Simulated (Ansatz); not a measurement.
# Does relaxation matter for the field gradients of BP with Ni replacing B?

Start: a supercell of BP (zinc blende type, F-43m) built from a COD entry, with all atoms left at the host's positions.

Space group F-43m (No. 216); a = 13.6140 Å.

| site | Wyckoff | site symmetry | x | y | z |
| --- | --- | --- | --- | --- | --- |
| Ni | 4a | -43m | 0.0000 | 0.0000 | 0.0000 |
| B2 | 48h | ..m | 0.1667 | 0.0000 | 0.1667 |
| B5 | 16e | .3m | 0.3333 | 0.8333 | 0.1667 |
| B9 | 16e | .3m | 0.6667 | 0.6667 | 0.3333 |
| B15 | 24f | 2.mm | 0.5000 | 0.6667 | 0.5000 |
| P28 | 16e | .3m | 0.0833 | 0.9167 | 0.0833 |
| P29 | 24g | 2.mm | 0.2500 | 0.9167 | 0.2500 |
| P33 | 48h | ..m | 0.5833 | 0.7500 | 0.4167 |
| P41 | 16e | .3m | 0.4167 | 0.5833 | 0.4167 |
| P54 | 4c | -43m | 0.7500 | 0.2500 | 0.7500 |

One atom of each set is listed; the run and its k-mesh use a cell of 54 atoms with edges of 9.63, 9.63, 9.63 Å.

Method: Kohn–Sham DFT in Ansatz, PBE, plane waves and PAW, scalar-relativistic, collinear spin, 420 eV cutoff, Γ-centred 3×3×3 k-points, Fermi–Dirac smearing 0.01 eV, cell charge -1. Start moments as typed (μB): 2 on each Ni, none on the rest.

The largest force at the start is 3.2 eV/Å. Relaxing the ions at fixed cell moves them by 0.120 Å at most (atom 28, P) and 0.034 Å rms.

| site | moved (Å) | first shell before | first shell after | V_zz before (10²¹ V/m²) | η before |
| --- | --- | --- | --- | --- | --- |
| Ni | 0.000 | 4 P at 1.97 Å | 4 P at 2.08 Å | 0.00 | – |
| B2 | 0.020 | 4 P at 1.97 Å | 4 P at 1.94–1.97 Å | -0.18 | 0.02 |
| B5 | 0.001 | 4 P at 1.97 Å | 4 P at 1.97 Å | 0.041 | 0.00 |
| B9 | 0.006 | 4 P at 1.97 Å | 4 P at 1.97 Å | 0.043 | 0.00 |
| B15 | 0.001 | 4 P at 1.97 Å | 4 P at 1.97 Å | 0.022 | 0.82 |
| P28 | 0.120 | 1 Ni at 1.97 Å, 3 B at 1.97 Å | 3 B at 1.94 Å, 1 Ni at 2.08 Å | -5.22 | 0.00 |
| P29 | 0.005 | 4 B at 1.97 Å | 4 B at 1.94–1.97 Å | -0.41 | 0.63 |
| P33 | 0.008 | 4 B at 1.97 Å | 4 B at 1.97 Å | 0.41 | 0.10 |
| P41 | 0.000 | 4 B at 1.97 Å | 4 B at 1.97 Å | -0.082 | 0.00 |

Question: What are V_zz and η after the relaxation?

Answer: 

```csv
site,V_zz after,η after,change of V_zz
Ni,0.00,–,0.00
B2,-0.19,0.70,-0.01
B5,0.028,0.00,-0.01
B9,0.046,0.00,0.00
B15,-0.034,0.59,–
P28,-4.36,0.00,+0.86
P29,0.67,0.33,–
P33,0.26,0.57,-0.15
P41,-0.079,0.00,0.00
```

The largest change of V_zz along a kept axis is on P28, from -5.22 to -4.36. In per cent, |V_zz| changes by -16 on P (all sites that start above 2). Where |V_zz| stays above 0.1 and the axes keep their order, η moves most on B2, from 0.02 to 0.70. On P33 V_xx and V_yy change places (or their axes turn by over 50°), so the two values of η hide a larger change. On P29, B15 the largest principal value lies along another axis in the second run, so the two V_zz can't be compared directly. Other sites without a gradient aren't listed.

The defect repeats with the cell of 54 atoms, so it feels its images: sites between two images don't show the values beside a lone defect, and zeros or small values of η there can come from the images' arrangement. A uniform background compensates the cell's charge. The defect cell has no gap above 0.1 eV on its mesh, so the values can hang on the smearing and the k-mesh. The run lost most of its start moments on Ni; a state with other moments may lie lower.
Before: The neighbours have not yet relaxed around the defect (largest force 3.2 eV/Å), so the values at and beside it are those of a strained start, not of the defect in a real crystal.
After: The relaxation keeps the site symmetry -43m of the start, so the impurity can't leave its site; a distortion that would localise the partly filled state isn't explored.
